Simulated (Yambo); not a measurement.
RbCaH$_{3}$ (cubic perovskite, space group Pm-3m, No. 221), G0W0@LDA in Yambo (4×4×4 mesh, plasmon pole; 8 Ry block, no terminator). The number N of bands in W and G is varied.

```
N    x = 1/N  gap M → M (eV)  shift of the valence edge (eV)
---  -------  --------------  ------------------------------
56   0.01786           5.607                          -1.231
86   0.01163           5.637                          -1.419
123  0.00813           5.649                          -1.525
162  0.00617               ?                               ?
```

Task: Basis-set arguments suggest E = E∞ + A x. Fix A and E∞ from the two rows above the withheld one, predict the row at 162 bands, and test the form.

Result: Gap: A = (5.649 − (5.637))/(0.00813 − 0.01163) = -3.43, E∞ = 5.677 eV, so 5.656 eV is predicted; the run gave 5.654 eV (miss 2 meV). The first two rows have slope -4.82, so the form doesn't hold yet over the whole range. Shift: A = (-1.525 − (-1.419))/(0.00813 − 0.01163) = 30.3, E∞ = -1.771 eV, so -1.584 eV is predicted; the run gave -1.584 eV (miss 0 meV). The first two rows have slope 30.2, within 15 % of that. The other settings are held fixed.

Geometry of the Materials Project entry, not relaxed at this level; primitive cell a = b = c = 4.521 Å, α = β = γ = 90.00°.

A shift is the quasiparticle energy of the state minus its LDA energy.
